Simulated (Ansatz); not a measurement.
Cr:
```xyz
2
Lattice="2.8323 0.0000 0.0000 0.0000 2.8323 0.0000 0.0000 0.0000 2.8323" Properties=species:S:1:pos:R:3 pbc="T T T"
Cr     0.0000     0.0000     0.0000
Cr     1.4161     1.4161     1.4161
```
Starting moments (μB, in the order of the atoms Cr Cr): 0.9 -0.9.

Relaxed with PBE+D3(BJ). Special points in fractions of this cell's reciprocal vectors: Γ (0.000, 0.000, 0.000); X (0.000, 0.500, 0.000); M (0.500, 0.500, 0.000); R (0.500, 0.500, 0.500).

Q: List the band energies nearest the Fermi level at these points for PBE+D3(BJ) (plane waves, PAW; program Ansatz).

A: In eV from the Fermi level; about four levels below and three above (degenerate sets whole), none deeper than 8.9 eV; points with the same levels are listed once.

```tsv
k	below	above
Γ ↑	-4.38 -4.38 -0.89 -0.89 -0.89	1.28 1.28 2.68 2.68 2.68
X ↑	-2.06 -1.51 -0.71 -0.71	0.06 0.06 0.37
M ↑	-4.54 -4.43 -2.47 -2.47	1.18 1.18 1.20
R ↑	-2.57 -2.57 -2.57 -2.05 -2.05 -2.05	1.36 1.36 2.02 2.02
```

Space group Im-3m (bcc (W type)). The cell was relaxed with PBE+D3(BJ) under the symmetry of its start, as lowered by the spin order. Magnetic state: antiferromagnetic, chosen from 3 collinear starts compared on coarse meshes (ties went to the first, and starts can fall back to one state), not a proven ground state. Textbook magnetic order: a spin-density-wave antiferromagnet. The pairwise dispersion correction was not fitted to metals. Point labels and valley counts follow the cell and symmetry of the run, lower than the named group.

Potentials: the later of the program's two PAW sets.
